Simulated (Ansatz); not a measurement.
CaZrN2:
```yaml
crystal:
  lattice:
    - [6.54312, 0.00000, 0.00000]
    - [0.00000, 8.00555, 0.00000]
    - [0.00000, 0.00000, 4.80949]
  atoms:
    - { symbol: Ca, position: [0.07784, 0.61941, 0.94767] }
    - { symbol: Ca, position: [0.92216, 0.38059, 0.44767] }
    - { symbol: Ca, position: [0.57784, 0.88059, 0.94767] }
    - { symbol: Ca, position: [0.42216, 0.11941, 0.44767] }
    - { symbol: Zr, position: [0.07097, 0.12727, 0.96423] }
    - { symbol: Zr, position: [0.92903, 0.87273, 0.46423] }
    - { symbol: Zr, position: [0.57097, 0.37273, 0.96423] }
    - { symbol: Zr, position: [0.42903, 0.62727, 0.46423] }
    - { symbol: N, position: [0.06358, 0.10670, 0.41027] }
    - { symbol: N, position: [0.93642, 0.89330, 0.91027] }
    - { symbol: N, position: [0.56358, 0.39330, 0.41027] }
    - { symbol: N, position: [0.43642, 0.60670, 0.91027] }
    - { symbol: N, position: [0.10623, 0.65236, 0.43783] }
    - { symbol: N, position: [0.89377, 0.34764, 0.93783] }
    - { symbol: N, position: [0.60623, 0.84764, 0.43783] }
    - { symbol: N, position: [0.39377, 0.15236, 0.93783] }
```

Relaxed with r²SCAN. Special points in fractions of this cell's reciprocal vectors: Γ (0.000, 0.000, 0.000); X (0.500, 0.000, 0.000); S (0.500, 0.500, 0.000); Y (0.000, 0.500, 0.000); Z (0.000, 0.000, 0.500); U (0.500, 0.000, 0.500); R (0.500, 0.500, 0.500); T (0.000, 0.500, 0.500).

### Question
List the band energies nearest the valence-band maximum at these points for r²SCAN (plane waves, PAW; program Ansatz).

### Answer
In eV from the valence-band maximum; about four levels below and three above (degenerate sets whole), none deeper than 8.9 eV; points with the same levels are listed once.

```json
[
 {"k": "Γ", "below": "-0.59 -0.48 -0.48 0.00", "above": "2.25 2.65 2.84"},
 {"k": "X", "below": "-0.49 -0.49 -0.27 -0.27", "above": "2.94 2.94 3.32 3.32"},
 {"k": "S", "below": "-0.67 -0.67 -0.18 -0.18", "above": "2.77 2.77 3.20 3.20"},
 {"k": "Y", "below": "-0.42 -0.42 -0.12 -0.12", "above": "2.37 2.37 2.99 2.99"},
 {"k": "Z", "below": "-0.90 -0.90 -0.89 -0.89", "above": "3.53 3.53 3.56 3.56"},
 {"k": "U", "below": "-0.82 -0.82 -0.82 -0.82", "above": "4.13 4.13 4.13 4.13"},
 {"k": "R", "below": "-0.83 -0.83 -0.79 -0.79", "above": "3.90 3.90 4.17 4.17"},
 {"k": "T", "below": "-0.98 -0.98 -0.76 -0.76", "above": "3.25 3.25 3.51 3.51"}
]
```

Space group Pna2_1. The start of the workflow was typed in or built on a structure type; neither database checked (COD, Materials Project) lists it. Whether it is the stable phase at ambient conditions was not checked. The r²SCAN relaxation kept the symmetry of its start; whether a distortion lowers the energy is not shown. No spin polarisation was allowed. Spin–orbit coupling is left out wherever it is not named.

Potentials: the earlier of the program's two PAW sets. The files were generated under PBE; for other functionals the program regenerates the frozen cores, and for LDA and PBEsol the local potential too.
